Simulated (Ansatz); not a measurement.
Si$_{2}$Ru:
```cif
data_RuSi2
_chemical_formula_sum 'Si2 Ru1'
_space_group_name_H-M_alt 'P4/mmm'
_space_group_IT_number 123
_space_group_name_Hall '-P 4 2'
_cell_length_a 2.86004
_cell_length_b 2.86004
_cell_length_c 5.22854
_cell_angle_alpha 90.000
_cell_angle_beta 90.000
_cell_angle_gamma 90.000
loop_
_atom_site_label
_atom_site_type_symbol
_atom_site_symmetry_multiplicity
_atom_site_Wyckoff_symbol
_atom_site_fract_x
_atom_site_fract_y
_atom_site_fract_z
_atom_site_occupancy
Si1 Si 2 h 0.50000 0.50000 0.27848 1
Ru1 Ru 1 a 0.00000 0.00000 0.00000 1
```

Relaxed with r²SCAN.

Task: Which orbitals make up the states near the Fermi level in DFT-r²SCAN in the program Ansatz with PAW potentials?

Result: Within 0.5 eV of the Fermi level: Ru 4d 52 %, Si 3p 33 %, Si 3s 9 %. Projections are on Löwdin-orthogonalised atomic valence shells; empty p or d shells of many metals are not among them.

Task: Tabulate the density of states.

Result: States/eV per cell of 3 atoms, in 0.25 eV bins, energy from the Fermi level.

| E (eV) | total | Ru 4d | Si 3p | Si 3s |
|---|---|---|---|---|
| -7.85 | 0.50 | 0.18 | 0.20 | 0.11 |
| -7.60 | 0.51 | 0.17 | 0.23 | 0.09 |
| -7.35 | 0.56 | 0.17 | 0.27 | 0.07 |
| -7.10 | 0.62 | 0.19 | 0.31 | 0.07 |
| -6.85 | 0.75 | 0.24 | 0.38 | 0.07 |
| -6.60 | 1.40 | 0.54 | 0.71 | 0.07 |
| -6.35 | 1.58 | 0.67 | 0.78 | 0.07 |
| -6.10 | 1.14 | 0.50 | 0.54 | 0.06 |
| -5.85 | 1.73 | 0.72 | 0.86 | 0.10 |
| -5.60 | 2.47 | 1.14 | 1.12 | 0.12 |
| -5.35 | 3.50 | 2.18 | 1.05 | 0.14 |
| -5.10 | 2.17 | 1.27 | 0.73 | 0.10 |
| -4.85 | 1.38 | 0.71 | 0.56 | 0.06 |
| -4.60 | 1.42 | 0.66 | 0.66 | 0.05 |
| -4.35 | 1.95 | 0.97 | 0.85 | 0.08 |
| -4.10 | 1.37 | 0.71 | 0.59 | 0.04 |
| -3.85 | 1.72 | 0.92 | 0.68 | 0.05 |
| -3.60 | 3.24 | 1.89 | 1.15 | 0.10 |
| -3.35 | 3.00 | 1.81 | 0.99 | 0.09 |
| -3.10 | 2.97 | 2.07 | 0.73 | 0.06 |
| -2.85 | 2.64 | 2.00 | 0.51 | 0.05 |
| -2.60 | 2.16 | 1.68 | 0.37 | 0.03 |
| -2.35 | 1.55 | 1.23 | 0.22 | 0.02 |
| -2.10 | 1.33 | 1.05 | 0.22 | 0.02 |
| -1.85 | 1.86 | 1.39 | 0.38 | 0.04 |
| -1.60 | 1.26 | 0.76 | 0.41 | 0.04 |
| -1.35 | 1.18 | 0.63 | 0.45 | 0.05 |
| -1.10 | 0.89 | 0.36 | 0.42 | 0.06 |
| -0.85 | 0.60 | 0.23 | 0.28 | 0.05 |
| -0.60 | 0.43 | 0.18 | 0.16 | 0.05 |
| -0.35 | 0.51 | 0.26 | 0.17 | 0.05 |
| -0.10 | 0.60 | 0.32 | 0.19 | 0.05 |
| 0.15 | 0.98 | 0.51 | 0.33 | 0.09 |
| 0.40 | 1.52 | 0.80 | 0.52 | 0.12 |
| 0.65 | 1.32 | 0.67 | 0.52 | 0.08 |
| 0.90 | 2.00 | 1.06 | 0.71 | 0.14 |
| 1.15 | 1.45 | 0.63 | 0.56 | 0.17 |
| 1.40 | 0.81 | 0.19 | 0.40 | 0.16 |
| 1.65 | 0.75 | 0.16 | 0.35 | 0.17 |
| 1.90 | 0.85 | 0.18 | 0.35 | 0.23 |
| 2.15 | 1.51 | 0.35 | 0.50 | 0.50 |
| 2.40 | 1.74 | 0.38 | 0.64 | 0.47 |
| 2.65 | 1.72 | 0.36 | 0.70 | 0.40 |
| 2.90 | 1.53 | 0.30 | 0.67 | 0.32 |
| 3.15 | 1.24 | 0.22 | 0.58 | 0.24 |
| 3.40 | 1.29 | 0.19 | 0.62 | 0.22 |
| 3.65 | 1.67 | 0.23 | 0.70 | 0.24 |
| 3.90 | 1.74 | 0.23 | 0.73 | 0.25 |
| 4.15 | 1.66 | 0.21 | 0.72 | 0.21 |
| 4.40 | 1.65 | 0.20 | 0.73 | 0.18 |
| 4.65 | 1.68 | 0.21 | 0.80 | 0.16 |

The first step of the workflow began from a Materials Project structure, measured or hypothetical; the Crystallography Open Database copy checked does not list it. Its standing as an ambient phase is unchecked. Symmetry was held in the r²SCAN relaxation; its stability against distortions is not shown here. No spin polarisation was allowed. Spin–orbit coupling is left out wherever it is not named.

Potentials: the later of the program's two PAW sets.
